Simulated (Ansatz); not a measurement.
## Thermal properties of InGa$_{2}$As$_{3}$ from its phonons

The calculation used Ansatz 0.2.0, DFT PBE, scalar-relativistic, plane waves, PAW. Settings: 420 eV plane-wave cutoff, Γ-centred 12×12×4 mesh, Fermi-Dirac smearing of 0.15 eV. No spin polarisation. Phonons by linear response, acoustic sum rule imposed.

Equilibrium structure at this level:
```cif
data_structure
_symmetry_space_group_name_H-M 'P 1'
_symmetry_Int_Tables_number 1
_cell_length_a 4.1673
_cell_length_b 4.1673
_cell_length_c 10.2425
_cell_angle_alpha 90.000
_cell_angle_beta 90.000
_cell_angle_gamma 120.000
_cell_volume 154.04
loop_
_atom_site_label
_atom_site_type_symbol
_atom_site_fract_x
_atom_site_fract_y
_atom_site_fract_z
_atom_site_occupancy
In1 In 0.00000 0.00000 0.33491 1
Ga1 Ga 0.33333 0.66667 0.99371 1
Ga2 Ga 0.66667 0.33333 0.67317 1
As1 As 0.33333 0.66667 0.23590 1
As2 As 0.00000 0.00000 0.59570 1
As3 As 0.66667 0.33333 0.91662 1
```

The structure comes from a generated guess, relaxed at this level; another structure or a mixture of phases may lie lower. In a metal, frequencies and elastic constants depend on the k mesh and the smearing, soft modes and shear constants most. The q mesh is coarse, so values between its points are rough.

Force constants from linear response on a 2×2×1 q mesh, interpolated to a fine mesh.

Phonon density of states, in bins of 5 cm⁻¹:
```
bin centre (cm⁻¹)  share of modes (%)
             -7.5                 0.0
             -2.5                 0.0
              2.5                 0.0
              7.5                 0.0
             12.5                 0.1
             17.5                 0.2
             22.5                 0.4
             27.5                 0.8
             32.5                 1.1
             37.5                 1.9
             42.5                 2.8
             47.5                 2.9
             52.5                 2.4
             57.5                 2.6
             62.5                 2.3
             67.5                 3.4
             72.5                 2.6
             77.5                 1.9
             82.5                 2.1
             87.5                 1.4
             92.5                 1.7
             97.5                 1.9
            102.5                 1.6
            107.5                 0.9
            112.5                 0.6
            117.5                 0.4
            122.5                 0.5
            127.5                 0.6
            132.5                 0.7
            137.5                 0.8
            142.5                 0.9
            147.5                 1.3
            152.5                 1.4
            157.5                 1.3
            162.5                 2.1
            167.5                 0.9
            172.5                 1.8
            177.5                 1.3
            182.5                 0.6
            187.5                 1.8
            192.5                 2.2
            197.5                 1.9
            202.5                 2.3
            207.5                 2.3
            212.5                 2.6
            217.5                 8.9
            222.5                11.7
            227.5                 5.2
            232.5                 3.6
            237.5                 6.1
            242.5                 1.6
            247.5                 0.0
```

Question: Give the zero-point energy per atom.

Answer: 29.0 meV.

Question: How large are the vibrational entropy and heat capacity at 300 K?

Answer: S = 4.44 k_B and C_V = 2.84 k_B per atom, 95 % of the Dulong–Petit value.

Question: Tabulate them against temperature.

Answer:
```csv
T (K),F_vib (meV/atom),S (k_B/atom),C_V (k_B/atom)
100,22.9,1.69,1.97
200,0.8,3.32,2.66
300,-32.9,4.44,2.84
400,-74.8,5.27,2.91
500,-123.1,5.92,2.94
600,-176.5,6.46,2.96
700,-234.1,6.91,2.97
800,-295.5,7.31,2.98
900,-360.0,7.66,2.98
1000,-427.4,7.97,2.98
```
